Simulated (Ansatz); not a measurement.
Relaxed-ion elastic tensor of AlN (CsCl type, Pm-3m) in GPa (Voigt order), plane-wave PAW PBEsol (Ansatz code); density 3.90 g/cm³, 8.72 Å³ per atom.

```
  654  -21.9  -21.9    0.0    0.0    0.0
-21.9    654  -21.9    0.0    0.0    0.0
-21.9  -21.9    654    0.0    0.0    0.0
  0.0    0.0    0.0   -134    0.0    0.0
  0.0    0.0    0.0    0.0   -134    0.0
  0.0    0.0    0.0    0.0    0.0   -134
```

Task: Is the crystal mechanically stable?

Result: No: the smallest eigenvalue of C is -134 GPa.

A made-up cell: these elements were put on the sites of a structure type; neither database checked (COD, Materials Project) lists it. It is not the phase usual at ambient conditions (space group No. 186, 216). The cell was relaxed with PBEsol under the symmetry of its start. At this level the phase is dynamically unstable (imaginary phonons). As this level gives no gap, shear constants depend on the k-mesh and smearing (Fermi–Dirac, 0.1 eV here).

Potentials: the earlier of the program's two PAW sets. The files were generated under PBE; for other functionals the program regenerates the frozen cores, and for LDA and PBEsol the local potential too.
